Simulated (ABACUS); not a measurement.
Band structure of Ta2O5 (P2/m, 7 atoms in the cell; from Materials Project mp-1238961).

```
CELL_PARAMETERS angstrom
      3.84141     0.00000     0.00000
      0.00000     3.86272     0.00000
     -1.81894     0.00000     6.52896
ATOMIC_POSITIONS crystal
  Ta 0.64953 0.00000 0.79131
  Ta 0.35047 0.00000 0.20869
  O  0.66212 0.50000 0.79833
  O  0.33788 0.50000 0.20167
  O  0.18976 0.00000 0.87062
  O  0.81024 0.00000 0.12938
  O  0.50000 0.00000 0.50000
```

All values come from this method and carry its errors: PBEsol, PseudoDojo 0.4 standard norm-conserving PBEsol (tails mended) pseudopotentials (plane waves; ABACUS).

Settings: KPT = Gamma 4 4 2 0 0 0; basis_type = pw; dft_functional = PBESOL; ecutwfc = 84 Ry; smearing_method = fd; smearing_sigma = 0.000734986 Ry; potentials = PseudoDojo 0.4 standard norm-conserving PBEsol (tails mended); symmetry = 1; nbands = 34; ks_solver = dav_subspace; scf_nmax = 100; scf_thr = 1.0e-09 Ry; mixing_type = broyden.

Spin-orbit coupling is left out, which matters for bands and gaps with elements this heavy. The structure comes from a collection of computed structures, made at another level of theory; the collection holds predicted forms beside known ones.

Question: Predict the gap along the standard path and the places of the band edges.

Answer: The gap along the path is 2.18 eV, from E to Y; the smallest direct gap on it is 2.84 eV.

Points are given in units of this cell's reciprocal vectors. Levels in eV from the top of the valence band on the SCF mesh, bands 25 to 32:
| point | 25 | 26 | 27 | 28 | 29 | 30 | 31 | 32 |
|---|---|---|---|---|---|---|---|---|
| Γ (0 0 0) | -0.97 | -0.83 | -0.66 | -0.63 | 2.22 | 2.61 | 2.76 | 4.29 |
| Y (0 0 0.5) | -0.96 | -0.89 | -0.83 | -0.80 | 2.18 | 2.66 | 2.73 | 4.14 |
| H (-0.457 0 0.716) | -1.26 | -1.15 | -0.95 | -0.79 | 2.45 | 3.23 | 4.01 | 4.68 |
| C (-0.5 0 0.5) | -1.28 | -1.13 | -0.95 | -0.77 | 2.50 | 3.07 | 3.89 | 4.62 |
| E (-0.5 0.5 0.5) | -2.01 | -0.71 | -0.12 | 0.00 | 3.15 | 5.00 | 5.55 | 6.17 |
| M1 (-0.543 0.5 0.284) | -2.29 | -0.63 | -0.12 | -0.05 | 3.28 | 4.86 | 5.54 | 6.14 |
| A (-0.5 0.5 0) | -1.99 | -0.62 | -0.12 | -0.03 | 3.20 | 4.95 | 5.57 | 6.16 |
| X (-0.5 0 0) | -1.25 | -1.18 | -0.96 | -0.78 | 2.48 | 3.13 | 4.03 | 4.61 |
| D (0 0.5 0.5) | -2.29 | -1.79 | -1.35 | -0.34 | 4.14 | 5.41 | 5.50 | 5.69 |

“Tails mended”: in these copies of the files the far tail of each local potential was reset to the Coulomb form.
